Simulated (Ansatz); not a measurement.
# Calculated with Ansatz: Nb2CS2, vacancy hop by nudged elastic band

Input:

```yaml
crystal:
  lattice:
    - [3.27131425, 5.66608249, 0.0]
    - [-3.27131425, 5.66608249, 0.0]
    - [0.0, -1.88869416, 8.481379]
  atoms:
    - { symbol: Nb, position: [0.1878092, 0.1886576, 0.12250889] }
    - { symbol: Nb, position: [0.31348315, 0.31469529, 0.87926567] }
    - { symbol: S, position: [0.11250643, 0.11784375, 0.68933985] }
    - { symbol: S, position: [0.38225115, 0.38375408, 0.31428129] }
    - { symbol: C, position: [7.236e-05, 0.00158534, 0.00053799] }
    - { symbol: Nb, position: [0.31142244, 0.81443279, 0.87739505] }
    - { symbol: S, position: [0.11155448, 0.61471999, 0.68597585] }
    - { symbol: S, position: [0.37914547, 0.88925365, 0.31596553] }
    - { symbol: C, position: [0.00253621, 0.50103379, 0.00059575] }
    - { symbol: Nb, position: [0.6865485, 0.19017129, 0.12462002] }
    - { symbol: Nb, position: [0.81717713, 0.31418643, 0.8790407] }
    - { symbol: S, position: [0.61414061, 0.11945955, 0.68982514] }
    - { symbol: S, position: [0.88683938, 0.38700385, 0.31049569] }
    - { symbol: C, position: [0.49240649, 0.00364419, 0.00023296] }
    - { symbol: Nb, position: [0.68352793, 0.68988932, 0.12093449] }
    - { symbol: Nb, position: [0.818654, 0.8067127, 0.87179176] }
    - { symbol: S, position: [0.61484969, 0.61836196, 0.69169647] }
    - { symbol: S, position: [0.88759504, 0.88515802, 0.31322043] }
    - { symbol: C, position: [0.50050378, 0.49575818, -0.00017716] }
kpoints:
  mp_grid: { grid: [3, 3, 2] }
magnetization:
  spin_polarized: false
scf:
  occupations: { method: fermi_dirac, width: 0.05 }
hamiltonian:
  pseudopotentials: { kind: paw }
  xc: pbesol
basis:
  ecutwfc: 420
neb:
  images: 5
  relax_end_points: true
  climbing: true
  f_tol: 0.1
  max_iterations: 40
  order_check: false
  final_atoms:
    - { symbol: Nb, position: [0.1878092, 0.1886576, 0.12250889] }
    - { symbol: Nb, position: [0.31348315, 0.31469529, 0.87926567] }
    - { symbol: S, position: [0.11250643, 0.11784375, 0.68933985] }
    - { symbol: S, position: [0.38225115, 0.38375408, 0.31428129] }
    - { symbol: C, position: [7.236e-05, 0.00158534, 0.00053799] }
    - { symbol: Nb, position: [0.31142244, 0.81443279, 0.87739505] }
    - { symbol: S, position: [0.11155448, 0.61471999, 0.68597585] }
    - { symbol: S, position: [0.37914547, 0.88925365, 0.31596553] }
    - { symbol: C, position: [0.00253621, 0.50103379, 0.00059575] }
    - { symbol: Nb, position: [0.18636551, 0.68495727, 0.11956148] }
    - { symbol: Nb, position: [0.81717713, 0.31418643, 0.8790407] }
    - { symbol: S, position: [0.61414061, 0.11945955, 0.68982514] }
    - { symbol: S, position: [0.88683938, 0.38700385, 0.31049569] }
    - { symbol: C, position: [0.49240649, 0.00364419, 0.00023296] }
    - { symbol: Nb, position: [0.68352793, 0.68988932, 0.12093449] }
    - { symbol: Nb, position: [0.818654, 0.8067127, 0.87179176] }
    - { symbol: S, position: [0.61484969, 0.61836196, 0.69169647] }
    - { symbol: S, position: [0.88759504, 0.88515802, 0.31322043] }
    - { symbol: C, position: [0.50050378, 0.49575818, -0.00017716] }
```

Run with:

```bash
ansatz run input.yaml --threads 4 --pin off --max-ram 8192MiB --backend cpu --events-out ev --progress --plain --runs-dir out
```

Origin of the cell: a database entry, scaled a little.

The cell is 2×2×1 cells of Nb2CS2 with one Nb taken out; atom 10 (Nb) hops into the empty site, 3.25 Å away before the end points are relaxed. All atoms were shaken by about 0.02 Å first.

Output (shortened):

```
SCF iter   1: F=—  HF=-39544.917748 eV  Δρ=7.71e-3  dr2=4.85e-1  defer=19
SCF iter   2: F=—  HF=-39544.860451 eV  Δρ=3.29e-3  dr2=3.19e-2  defer=89
SCF iter   3: F=—  HF=-39544.854254 eV  Δρ=1.12e-3  dr2=1.10e-2  defer=89
[… 3 lines left out …]
SCF iter   7: F=—  HF=-39544.852179 eV  Δρ=1.57e-5  dr2=2.16e-6  defer=89
SCF iter   8: F=—  HF=-39544.852178 eV  Δρ=5.09e-6  dr2=2.34e-7  defer=89
SCF iter   9: F=-39544.852178 eV  HF=-39544.852178 eV  Δρ=1.50e-6  dr2=1.65e-8
NEB iter   1: max|band force component| = 2.595e1 eV/Å  barrier→ = 14.0654 eV  barrier← = 14.0655 eV  Δτ_max = 0.1981 Å  (63 SCF iters)
NEB iter   2: max|band force component| = 1.123e1 eV/Å  barrier→ = 8.5831 eV  barrier← = 8.5831 eV  Δτ_max = 0.1976 Å  (45 SCF iters)
NEB iter   3: max|band force component| = 7.694e0 eV/Å  barrier→ = 5.0727 eV  barrier← = 5.0727 eV  Δτ_max = 0.2000 Å  (41 SCF iters)
NEB iter   4: max|band force component| = 3.056e0 eV/Å  barrier→ = 3.0625 eV  barrier← = 3.0626 eV  Δτ_max = 0.2000 Å  (41 SCF iters)
NEB iter   5: max|band force component| = 6.677e0 eV/Å  barrier→ = 4.3361 eV  barrier← = 4.3362 eV  Δτ_max = 0.1000 Å  (38 SCF iters)
NEB iter   6: max|band force component| = 3.469e0 eV/Å  barrier→ = 2.8686 eV  barrier← = 2.8686 eV  Δτ_max = 0.1293 Å  (38 SCF iters)
NEB iter   7: max|band force component| = 6.175e-1 eV/Å  barrier→ = 2.4853 eV  barrier← = 2.4854 eV  Δτ_max = 0.0612 Å  (38 SCF iters)
NEB iter   8: max|band force component| = 1.812e-1 eV/Å  barrier→ = 2.4347 eV  barrier← = 2.4347 eV  CI = image 3  Δτ_max = 0.0481 Å  (33 SCF iters)
NEB iter   9: max|band force component| = 1.157e-1 eV/Å  barrier→ = 2.4261 eV  barrier← = 2.4261 eV  CI = image 3  Δτ_max = 0.0224 Å  (32 SCF iters)
NEB iter  10: max|band force component| = 9.872e-2 eV/Å  barrier→ = 2.4232 eV  barrier← = 2.4233 eV  CI = image 3  Δτ_max = 0.0000 Å  (30 SCF iters)
--- NEB band (7 images, 10 band iterations, 399 SCF iterations, 106 more in tests of the images' electronic states and relaxations of end points) ---
  forward barrier  = 2.423247 eV
  backward barrier = 2.423256 eV
  lagrangian_above_aufbau_ev (what the smearing adds, to first order; not taken off the barriers): saddle image -0.026009 eV, end points -0.037921 and -0.037964 eV
  climbing image's point = of an order that was not read
  energies are F+E_penalty+E_count in eV, relative to image 0
  image     s (Å)  Δ vs image 0  max|band force component| (eV/Å)
      0    0.0000      0.000000                                 —
      1    0.8033      0.715369                          3.397e-2
      2    1.6067      2.089083                          8.017e-2
  *   3    2.4100      2.423247                          9.872e-2
      4    3.2133      2.088082                          8.070e-2
      5    4.0167      0.714294                          3.383e-2
      6    4.8200     -0.000009                                 —
```

The converged band:

| image | path over all atoms (Å) | ΔF (eV) | Nb x | y | z (Å) |
| --- | --- | --- | --- | --- | --- |
| 0 | 0.00 | 0.000 | 1.63 | 4.69 | 1.28 |
| 1 | 0.80 | 0.715 | 1.24 | 4.63 | 1.45 |
| 2 | 1.61 | 2.089 | 0.61 | 4.75 | 1.61 |
| 3 | 2.41 | 2.423 | -0.01 | 4.86 | 1.73 |
| 4 | 3.21 | 2.088 | -0.63 | 4.75 | 1.61 |
| 5 | 4.02 | 0.714 | -1.25 | 4.63 | 1.44 |
| 6 | 4.82 | 0.000 | -1.64 | 4.69 | 1.27 |

Highest image (3), forces in eV/Å:

```xyz
19
Lattice="3.271 5.666 0.000 -3.271 5.666 0.000 0.000 -1.889 8.481" Properties=species:S:1:pos:R:3:forces:R:3 pbc="T T T" image=3
Nb   -0.005    1.854    1.092    0.000    0.003   -0.014
Nb   -0.005    2.002    7.351    0.000   -0.029    0.006
S    -0.005    0.164    5.638    0.000    0.012   -0.042
S    -0.005    3.131    3.205    0.000    0.019   -0.016
C    -0.005    0.194   -0.192    0.000   -0.018    0.040
Nb   -1.639    4.789    7.197   -0.017    0.014   -0.012
S    -1.657    2.897    5.697    0.016    0.002    0.002
S    -1.637    6.250    2.570    0.030   -0.040   -0.030
C    -1.619    2.906    0.024   -0.026    0.003    0.024
Nb   -0.006    4.861    1.725    0.001    0.099    0.073
Nb    1.628    4.789    7.197    0.017    0.013   -0.012
S     1.646    2.897    5.697   -0.016    0.003    0.002
S     1.626    6.250    2.569   -0.031   -0.041   -0.032
C     1.609    2.906    0.024    0.025    0.003    0.024
Nb   -0.005    7.776    1.223    0.000   -0.066    0.002
Nb   -0.005    7.710    7.376    0.000    0.002    0.010
S    -0.005    5.847    5.665    0.000    0.006    0.001
S    -0.005    9.162    2.976    0.000    0.004   -0.003
C    -0.005    5.822   -0.159    0.001    0.014   -0.020
```

Barrier of this path: 2.42 eV forwards, 2.42 eV backwards, after 10 band iterations.

Caveats: no moments, though an odd count or open d shells may carry them; the k mesh is coarse if the cell is a metal; a small cell with a neutral vacancy and no spin, whose shape can make like sites unlike; the cell is held at a rescaled volume, and strain moves barriers; the hop was drawn among near neighbours and need not be the easiest path; few images and a loose tolerance, and neither the top nor the ends were tested for their order.

Time: 22 min on 4 threads of Arm Neoverse N1 (shared host), peak memory 2.4 GiB, from the program's own first density.
